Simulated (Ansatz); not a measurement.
The calculation used DFT PBE, scalar-relativistic, plane waves, PAW (Ansatz 0.2.0). All cells share a 420 eV cutoff and Γ-centred k meshes spaced at most about 0.3 Å⁻¹ (about 0.25 or finer for metals, 2π included). No spin polarisation in the final relaxations.

All energies are static (0 K, no zero-point motion).

Compare these two cells of AlGaN, each relaxed at this level.

A.

```
Al Ga N
1.0
     4.49675    0.00000    0.00000
    -2.24837    3.89430    0.00000
     0.00000    0.00000    4.48604
Al Ga N
2 2 2
Direct
  0.33333 0.66667 0.75000
  0.66667 0.33333 0.25000
  0.00000 0.00000 0.25000
  0.00000 0.00000 0.75000
  0.33333 0.66667 0.25000
  0.66667 0.33333 0.75000
```

B.

```
Al Ga N
1.0
     5.24929    0.00000    0.00000
     0.00000    5.24929    0.00000
     0.00000    0.00000    4.14993
Al Ga N
2 2 2
Direct
  0.50000 0.00000 0.00000
  0.00000 0.50000 0.50000
  0.50000 0.50000 0.00000
  0.50000 0.50000 0.50000
  0.00000 0.50000 0.00000
  0.50000 0.00000 0.50000
```

Question: Which form is favoured at zero pressure, and by what margin per atom?

Answer: A is lower, by 0.34 eV/atom. A has space group P6_3/mmc (No. 194), 13.1 Å³/atom and no gap on its mesh; B has space group P4_2/mmc (No. 131), 19.1 Å³/atom and no gap. Counting N atoms around Al and Ga (those within 1.25 times the shortest such distance or 1.15 times the sum of covalent radii, 1.27 where that leaves under three; a plus sign parts nearer from farther groups; the shortest distance is added where it exceeds 1.18 times the sum of covalent radii), A has Al 2+3, Ga 3 from 2.6 Å and B has Al 2, Ga 2 from 2.6 Å. The denser one is the lower, and pressure would at first widen the difference. Even the lower one lies +0.67 eV/atom against the reference forms of the elements (uncorrected), so neither is stable at this level. Both come from invented guesses. A third cell relaxed alike, in P-6m2, lies 0.37 eV/atom below the lower of the two.

Cells relaxed within their symmetry can be saddle points.
